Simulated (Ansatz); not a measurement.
MgB$_{2}$:
Space group P6/mmm (No. 191); a = b = 3.0328 Å, c = 3.4645 Å, α = β = 90.00°, γ = 120.00°

| atom | site | symmetry | x | y | z |
|---|---|---|---|---|---|
| Mg | 1a | 6/mmm | 0.0000 | 0.0000 | 0.0000 |
| B | 2d | -6m2 | 0.3333 | 0.6667 | 0.5000 |

Relaxed with LDA.

Task: Decompose the optical modes at the zone centre into irreducible representations, and say which are infrared and Raman allowed.

Result: Point group 6/mmm: Γ_opt = A2u + B1g + E1u + E2g. Infrared: A2u, E1u. Raman: E2g.

Task: Assign frequencies (DFPT, the program Ansatz at the LDA level (PAW)).

Result: E1u 346, A2u 414, E2g 615, B1g 707 cm⁻¹.

Subscripts of B labels follow the axes of the standard setting.

Symmetry was held in the LDA relaxation; of distortions, only those at the zone centre were tested. As this level gives no gap, phonon frequencies hold no LO–TO term and depend on the k-mesh and smearing (Fermi–Dirac, 0.1 eV here).

Potentials: the later of the program's two PAW sets.
